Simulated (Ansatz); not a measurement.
## Does this entry for CsBi2Br7 lie near equilibrium?

The cell is a computed structure from the Materials Project (it need not be an observed phase).

Space group P-1 (No. 2); a = 7.6732, b = 9.7598, c = 10.6923 Å, α = 76.01°, β = 83.64°, γ = 76.33°.

| site | Wyckoff | site symmetry | x | y | z |
| --- | --- | --- | --- | --- | --- |
| Cs | 2i | 1 | 0.3855 | 0.8645 | 0.3118 |
| Bi3 | 2i | 1 | 0.8722 | 0.6394 | 0.6264 |
| Bi5 | 2i | 1 | 0.3070 | 0.7025 | 0.9393 |
| Br7 | 2i | 1 | 0.8645 | 0.8732 | 0.4317 |
| Br9 | 2i | 1 | 0.9680 | 0.7876 | 0.7956 |
| Br11 | 2i | 1 | 0.5007 | 0.7621 | 0.6762 |
| Br13 | 2i | 1 | 0.7596 | 0.4849 | 0.4529 |
| Br15 | 2i | 1 | 0.8951 | 0.3470 | 0.8284 |
| Br17 | 2i | 1 | 0.2712 | 0.9794 | 0.9483 |
| Br19 | 2i | 1 | 0.6234 | 0.6238 | 0.0685 |

One atom of each set is listed.

All values are calculated (Ansatz; DFT, PBE, plane waves and PAW, scalar-relativistic, 420 eV cutoff, Γ-centred 4×3×3 k-points, Fermi–Dirac smearing 0.02 eV), not measured.

Task: Do the atoms and the cell lie near the calculated equilibrium?

Result: Nearly. The largest force is 0.14 eV/Å, on atom 17 (Br: 1 Bi at 2.68 Å), and the pressure is 1.0 GPa.
